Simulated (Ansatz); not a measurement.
A relaxed structure of Cr is spoiled in several ways and relaxed again each time (squeezed and stretched starts keep its symmetry, which their runs cannot lower; pressure is positive under compression). All values below come from r2SCAN (plane waves to 500 eV, PAW, scalar-relativistic; Ansatz, an electronic-structure program).

```cif
data_Cr2
_chemical_formula_sum 'Cr2'
_space_group_name_H-M_alt 'Im-3m'
_space_group_IT_number 229
_space_group_name_Hall '-I 4 2 3'
_cell_length_a 2.82934
_cell_length_b 2.82934
_cell_length_c 2.82934
_cell_angle_alpha 90.000
_cell_angle_beta 90.000
_cell_angle_gamma 90.000
loop_
_atom_site_label
_atom_site_type_symbol
_atom_site_symmetry_multiplicity
_atom_site_Wyckoff_symbol
_atom_site_fract_x
_atom_site_fract_y
_atom_site_fract_z
_atom_site_occupancy
Cr1 Cr 2 a 0.00000 0.00000 0.00000 1
```
(The calculation used a cell of 1 atom; values per cell refer to that cell.)

```tsv
change	first pressure (GPa)	largest first force (eV/Å)	released (eV/atom)	moves	outcome	final group	E − E(parent) (eV/atom)
deformed by the Cartesian strain tensor (xx, yy, zz, yz, xz, xy) = (-0.120, 0.074, 0.033, -0.007, 0.041, -0.046)	14.0	0.00	0.30	8	returns to the parent	Im-3m	0.00
stretched uniformly to 150 % of its volume	-46.8	0.00	1.19	4	returns to the parent	Im-3m	0.00
```

First-step values come from each run's starting k-mesh (22×23×25, 20×20×20). Each cell has its own k-point mesh; energy differences are given only to the digits this allows. No spin polarisation in the result. A magnetic state may lie lower.
